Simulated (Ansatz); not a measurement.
A relaxed structure of Cd(HO)2 is spoiled in several ways and relaxed again each time (noise and exchanges are one random draw each; squeezed and stretched starts keep its symmetry, which their runs cannot lower; pressure is positive under compression). Calculation: r2SCAN (plane waves to 500 eV, PAW, scalar-relativistic; Ansatz, a quantum-chemistry and plane-wave program).

```cif
data_H2CdO2
_chemical_formula_sum 'Cd1 H2 O2'
_space_group_name_H-M_alt 'P-3m1'
_space_group_IT_number 164
_space_group_name_Hall '-P 3 2"'
_cell_length_a 3.51743
_cell_length_b 3.51743
_cell_length_c 4.65692
_cell_angle_alpha 90.000
_cell_angle_beta 90.000
_cell_angle_gamma 120.000
loop_
_atom_site_label
_atom_site_type_symbol
_atom_site_symmetry_multiplicity
_atom_site_Wyckoff_symbol
_atom_site_fract_x
_atom_site_fract_y
_atom_site_fract_z
_atom_site_occupancy
Cd1 Cd 1 a 0.00000 0.00000 0.00000 1
H1 H 2 d 0.33333 0.66667 0.44430 1
O1 O 2 d 0.33333 0.66667 0.23724 1
```

One start gave a first pressure of +42.5 GPa, a largest first force of 4.24 eV/Å and released 0.22 eV/atom. Which change was it?
A) with every coordinate shifted by Gaussian noise of σ = 0.3 Å
B) with one H and one O atom exchanged in a cell of 5 atoms
C) squeezed uniformly to 80 % of its volume

C, squeezed uniformly to 80 % of its volume. All starts:

```tsv
change	first pressure (GPa)	largest first force (eV/Å)	released (eV/atom)	moves	outcome	final group	E − E(parent) (eV/atom)
with every coordinate shifted by Gaussian noise of σ = 0.3 Å	-10.9	4.10	0.23	8	returns to the parent	P-3m1	0.000
with one H and one O atom exchanged in a cell of 5 atoms	-1.6	4.08	0.36	11	trapped higher	P3m1	+0.194
squeezed uniformly to 80 % of its volume	42.5	4.24	0.22	9	returns to the parent	P-3m1	0.000
```

First-step values come from each run's starting, coarser k-mesh (8×8×5, 8×8×6). Each cell has its own k-point mesh; energy differences are given only to the digits this allows. No spin polarisation in the result.

The relaxation started from an entry of Materials Project.
